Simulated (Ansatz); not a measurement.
A geometry of SnO away from equilibrium: step 13 of the relaxation of a generated cell, SnO placed in the 6H structure type. Computed with PBE (plane waves to 420 eV, PAW, scalar-relativistic; Ansatz, a quantum-chemistry and plane-wave program). Γ-centred k-mesh 6×6×1 on the run's cell (coarser than for final values), Fermi–Dirac smearing 0.05 eV.

```xyz
12
Lattice="3.4350 0.0000 0.0000 -1.7175 2.9748 0.0000 0.0000 0.0000 21.9420" Properties=species:S:1:pos:R:3:forces:R:3 pbc="T T T" free_energy=-39546.275 pressure_GPa=2.2
Sn     0.0000     0.0000    -0.0858    0.0000    0.0000    0.0164
Sn     0.0000     0.0000    10.8853    0.0000    0.0000    0.0164
Sn     1.7175     0.9916    18.1909    0.0000    0.0000    0.0110
Sn     0.0000     1.9832     7.2199    0.0000    0.0000    0.0110
Sn     1.7175     0.9916     3.5761    0.0000    0.0000    0.0168
Sn     0.0000     1.9832    14.5471    0.0000    0.0000    0.0168
O      0.0000     0.0000    19.2685    0.0000    0.0000   -0.0189
O      0.0000     0.0000     8.2974    0.0000    0.0000   -0.0189
O      1.7175     0.9916    15.6341    0.0000    0.0000   -0.0088
O      0.0000     1.9832     4.6631    0.0000    0.0000   -0.0088
O      1.7175     0.9916     0.9855    0.0000    0.0000   -0.0165
O      0.0000     1.9832    11.9566    0.0000    0.0000   -0.0165
```

Positions in Å, forces in eV/Å, free energy of the cell in eV (comparable only within this code, potentials and settings). Largest force: 0.02 eV/Å, on O7, O8 (atoms numbered as listed); the geometry lies 0.06 eV/atom above the end of its relaxation.

No spin polarisation in the result. No dispersion correction is included, so spacings between layers, chains or molecules are soft and tend to come out too large.

The run could not lower the symmetry of its start; a shaken copy of this end point relaxes with PBE to P6₃mc (No. 186), 15 meV/atom lower.

The end of the path is a generated cell of SnO: the first start was made by placing the elements on the sites of a structure type, and the end was not matched to a known phase here, so it may be hypothetical. Known forms of SnO include space group No. 129.
